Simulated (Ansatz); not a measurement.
YSi$_{2}$Rh$_{2}$:
```yaml
crystal:
  lattice:
    - [-2.01992, 2.01992, 4.97530]
    - [2.01992, -2.01992, 4.97530]
    - [2.01992, 2.01992, -4.97530]
  atoms:
    - { symbol: Rh, position: [0.75000, 0.25000, 0.50000] }
    - { symbol: Rh, position: [0.25000, 0.75000, 0.50000] }
    - { symbol: Y, position: [0.00000, 0.00000, 0.00000] }
    - { symbol: Si, position: [0.37756, 0.37756, 0.00000] }
    - { symbol: Si, position: [0.62244, 0.62244, 0.00000] }
```

Relaxed with r²SCAN. Special points in fractions of this cell's reciprocal vectors: Γ (0.000, 0.000, 0.000); X (0.000, 0.000, 0.500); P (0.250, 0.250, 0.250); N (0.000, 0.500, 0.000); M (0.500, 0.500, -0.500); S (0.291, 0.709, -0.291); S0 (-0.291, 0.291, 0.291); R (-0.082, 0.082, 0.500); G (0.500, 0.500, -0.082).

Task: List the band energies nearest the Fermi level at these points for r²SCAN (plane waves, PAW; program Ansatz).

Result: In eV from the Fermi level; about four levels below and three above (degenerate sets whole), none deeper than 8.9 eV; points with the same levels are listed once.

| k | below | above |
|---|---|---|
| Γ | -1.47 -0.91 -0.91 -0.41 | 0.02 2.24 2.24 |
| X | -2.03 -1.98 -1.93 -1.43 | 0.54 0.86 3.67 |
| P | -2.01 -2.00 -1.73 -1.73 | 0.73 0.73 3.24 |
| N | -2.94 -2.38 -1.50 -0.10 | 2.11 2.12 3.11 |
| M | -3.15 -3.15 -1.45 -0.54 -0.54 | 0.02 0.08 1.54 |
| S | -3.06 -2.77 -2.76 -2.74 | 0.01 0.19 0.71 |
| R | -2.43 -2.04 -1.48 -0.80 | 0.54 1.03 3.70 |

Space group I4/mmm. The workflow started from an entry of the Crystallography Open Database (COD). Whether it is the stable phase at ambient conditions was not checked. The r²SCAN relaxation kept the symmetry of its start; whether a distortion lowers the energy is not shown. No spin polarisation was allowed. Scalar-relativistic: spin–orbit coupling is off unless named, which matters more the heavier the elements.

Potentials: the later of the program's two PAW sets.
